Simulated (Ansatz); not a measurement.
The cell of Mg3Si2N is invented: random cell by space group and Wyckoff sites (P-6m2, No. 187). Lengths were set from tabulated atomic sizes, so they are only a guess.

```cif
data_structure
_symmetry_space_group_name_H-M 'P-6m2'
_symmetry_Int_Tables_number 187
_cell_length_a 4.3700
_cell_length_b 4.3700
_cell_length_c 6.0186
_cell_angle_alpha 90.000
_cell_angle_beta 90.000
_cell_angle_gamma 120.000
_cell_volume 99.54
loop_
_atom_site_label
_atom_site_type_symbol
_atom_site_symmetry_multiplicity
_atom_site_Wyckoff_symbol
_atom_site_fract_x
_atom_site_fract_y
_atom_site_fract_z
_atom_site_occupancy
Mg1 Mg 2 i 0.66667 0.33333 0.24374 1
Mg2 Mg 1 d 0.33333 0.66667 0.50000 1
Si1 Si 2 g 0.00000 0.00000 0.16152 1
N1 N 1 b 0.00000 0.00000 0.50000 1
```

Theory: Ansatz 0.2.0, DFT PBE, scalar-relativistic, plane waves, PAW. Cutoff 420 eV, Gaussian smearing, Γ-centred meshes. Cell and atoms relax first on a coarse mesh and then on a finer one. In between, the cell is made exact in the group found at 0.06 Å. In metals the finer mesh still leaves noise of several meV/atom or more. The steps can't lower the symmetry of their start. No spin polarisation in the relaxation; trial moments died out in a coarse test.

A guess keeps its type if space group and coordination stay and the shape of the cell changes little (axis ratios within about 15 %, angles within 6°); the volume may change.

Question: Does it keep its structure type, or change into something else?

Answer: It doesn't keep its type. The symmetry stays P-6m2 (No. 187). The volume per atom grows by 17.8 %, from 16.6 to 19.5 Å³. The shortest distance goes from 1.94 Å (Si–Si) to 1.83 Å (Si–N). The ratio c/a of the conventional cell changes by a factor of 1.94. Counting neighbours within 15 % of an atom's shortest distance, the start has Mg 3/4, N 2, Si 2 and the end Mg 3/4, N 2, Si 1. In detail, at the end Mg on a site of symmetry 3m has 3 Si at 2.70 Å and 1 Mg at 2.92 Å; Si is surrounded by 1 N at 1.83 Å and 6 Mg at 2.70–2.81 Å; N is surrounded by 2 Si at 1.83 Å and 3 Mg at 2.14 Å; 1 more site not described.

```cif
data_structure
_symmetry_space_group_name_H-M 'P-6m2'
_symmetry_Int_Tables_number 187
_cell_length_a 3.7017
_cell_length_b 3.7017
_cell_length_c 9.8812
_cell_angle_alpha 90.000
_cell_angle_beta 90.000
_cell_angle_gamma 120.000
_cell_volume 117.26
loop_
_atom_site_label
_atom_site_type_symbol
_atom_site_symmetry_multiplicity
_atom_site_Wyckoff_symbol
_atom_site_fract_x
_atom_site_fract_y
_atom_site_fract_z
_atom_site_occupancy
Mg1 Mg 2 i 0.66667 0.33333 0.14775 1
Mg2 Mg 1 d 0.33333 0.66667 0.50000 1
Si1 Si 2 g 0.00000 0.00000 0.31487 1
N1 N 1 b 0.00000 0.00000 0.50000 1
```

Energies over the elements count from the elements' standard structures at the same level (N₂ as a molecule), with no fitted energy shifts.

Question: At what energy does it end?

Answer: +0.14 eV/atom. A positive value: parting into the elements would lower its energy.

The last run used a 12×12×4 mesh (in the run's order of axes) for its 6-atom cell and Gaussian smearing of 0.10 eV. A structure relaxed within its symmetry needn't be a true minimum. Another cell of Mg3Si2N relaxed alike, in P4/mmm, lies 54 meV/atom lower, so this cell isn't the stable form at this level.

In counts of neighbours, a slash parts the counts of unlike sites.
